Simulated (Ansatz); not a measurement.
SrCl2:
```xyz
3
Lattice="0.0000 3.4540 3.4540 3.4540 0.0000 3.4540 3.4540 3.4540 0.0000" Properties=species:S:1:pos:R:3 pbc="T T T"
Sr     0.0000     0.0000     0.0000
Cl     1.7270     1.7270     1.7270
Cl     5.1810     5.1810     5.1810
```

Plane-wave PAW PBEsol (Ansatz code) gives a gap of 5.25 eV without spin–orbit coupling, maximum at X, minimum at Γ.

Problem. What happens when spin–orbit coupling is switched on?

Solution. The gap stays essentially unchanged, to 5.25 eV; maximum at X, minimum at Γ.

Problem. Give the electron effective mass with spin–orbit coupling.

Solution. 0.37 mₑ (isotropic).

Problem. Give the hole effective mass with spin–orbit coupling.

Solution. 0.41, 3.7, 3.7 mₑ (principal values).

Space group Fm-3m (fluorite). The cell was relaxed with PBEsol under the symmetry of its start.

Potentials: the later of the program's two PAW sets.
